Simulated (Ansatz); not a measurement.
Given:

LiF:
```
CELL_PARAMETERS angstrom
      0.00000     2.15588     2.15588
      2.15588     0.00000     2.15588
      2.15588     2.15588     0.00000
ATOMIC_POSITIONS crystal
  F  0.25000 0.25000 0.25000
  Li 0.00000 0.00000 0.00000
```

This is the PBEsol-relaxed structure.

Problem. All from PBEsol in the plane-wave PAW code Ansatz, unless another level is named. Give the hole effective mass, band 2 of 3 at the edge.

Solution. 3.9 along [100], 3.9 along [110], 9.1 along [111] (mₑ).

Problem. Next, the electron effective mass?

Solution. 0.83 mₑ (isotropic).

Problem. Give the band gap.

Solution. 7.67 eV (direct).

Space group F-43m (zinc blende). The start of the workflow was typed in or built on a structure type; neither database checked (COD, Materials Project) lists it. It is not the phase usual at ambient conditions (space group No. 225). Symmetry was held in the PBEsol relaxation; phonons on a q-mesh show no instability.

Potentials: the later of the program's two PAW sets.
